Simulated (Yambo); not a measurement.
G0W0@LDA for Cs$_{2}$NaYF$_{6}$ (space group Fm-3m, No. 225) in Yambo. Reference settings: 2×2×2 Γ-centred k mesh, bands 2 to 286 and a 7 Ry block in the screening, 286 bands in G with the Bruneval-Gonze terminator, plasmon pole fitted at 27.2 eV. The LDA gap Γ → Γ on this mesh is 6.54 eV; G0W0 gaps are taken between the same points.

The settings were changed. The gap went from 10.26 eV to 10.40 eV, and the shift of the valence edge from -2.23 eV to -2.20 eV.

What was changed between the two runs?
A) 75 bands in W, 75 bands in G, 3 Ry block
B) 1×1×1 mesh
C) 75 bands in W, 75 bands in G, 2 Ry block
D) 161 bands in W, 161 bands in G, 6 Ry block

D, 161 bands in W, 161 bands in G, 6 Ry block. The others gave (gap, valence shift): 1×1×1 mesh: 10.21, -2.18 eV; 75 bands in W, 75 bands in G, 2 Ry block: 11.92, -3.26 eV; 75 bands in W, 75 bands in G, 3 Ry block: 11.38, -2.67 eV.

Geometry of the Materials Project entry, not relaxed at this level; primitive cell a = b = c = 6.5064 Å, α = β = γ = 60.00°.

A shift is the quasiparticle energy of the state minus its LDA energy.
